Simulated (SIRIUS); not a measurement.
Set-up for a self-consistent single point of TaN (Cm, 6 atoms in the cell; from Materials Project mp-1279, changed as shown).

```xyz
6
Lattice="5.2085 0.0000 0.0000 -2.6042 4.5107 0.0000 0.0000 0.0000 2.9148" Properties=species:S:1:pos:R:3 pbc="T T T"
Ta     0.0000     0.0000     0.0000
Ta     0.0000     3.0071     1.4574
Ta     2.6043     1.5036     1.4574
N      2.0438     0.0000    -0.0800
N      1.5824     2.7407     0.0000
N     -1.0219     1.7700     0.0000
```

All values come from this method and carry its errors: LDA (PW92), PseudoDojo 0.4 standard norm-conserving LDA (tails mended) pseudopotentials (plane waves; SIRIUS).

SIRIUS settings:

parameters.ngridk: 5 5 8
parameters.xc_functionals: [XC_LDA_X, XC_LDA_C_PW]
parameters.gk_cutoff: 9.165 1/bohr
parameters.pw_cutoff: 18.331 1/bohr
parameters.smearing: gaussian
parameters.smearing_width: 0.00183747 Ha
potentials: PseudoDojo 0.4 standard norm-conserving LDA (tails mended) pseudopotentials
parameters.electronic_structure_method: pseudopotential
parameters.num_bands: 32
parameters.num_mag_dims: 0
parameters.num_dft_iter: 100
parameters.energy_tol: 1e-07 Ha
parameters.density_tol: 1e-06
mixer.type: anderson
mixer.beta: 0.5
mixer.use_hartree: false

Results:

```
Quantity                                                  Value
------------------------------------------------  -------------
Number of valence electrons                                  54
Number of bands                                              32
Number of k-points after the program's reduction             63
Number of plane waves (most at a k-point)                  6047
Number of SCF iterations                                     29
FFT grid                                           60 × 60 × 36
Free energy E − TS                                -6174.1411 eV
Fermi level (on the code's own zero)                   19.29 eV
Pressure                                             -13.64 GPa
Largest force (vector length)                        1.226 eV/Å
```

Forces (eV/Å):
| atom | Fx | Fy | Fz |
|---|---|---|---|
| Ta1 | 0.000 | 0.000 | -0.270 |
| Ta2 | 0.038 | -0.076 | -0.465 |
| Ta3 | 0.038 | 0.076 | -0.465 |
| N4 | -0.159 | 0.000 | 1.216 |
| N5 | 0.041 | 0.068 | -0.008 |
| N6 | 0.041 | -0.068 | -0.008 |

Stress (GPa, positive for compression):
```
-13.03    0.00   -0.45
  0.00  -12.61    0.00
 -0.45    0.00  -15.29
```

For comparison: a first run was changed to give this one (atom 4 moved by -0.08 angstrom along z), and from it to this one the free energy rises by 8.1 meV/atom, the pressure goes from -13.98 to -13.64 GPa and the largest force goes from 0.088 to 1.226 eV/Å.

Forces above 1 eV/Å remain at this geometry. The structure comes from a collection of computed structures, made at another level of theory; the collection holds predicted forms beside known ones. No clean gap shows at this smearing width and mesh (spacing up to 0.28 Å⁻¹); the mesh is coarse for partly filled bands, so the values carry mesh errors.

Cost on one core: very roughly 5 core-minutes.

“Tails mended”: in these copies of the files the far tail of each local potential was reset to the Coulomb form.
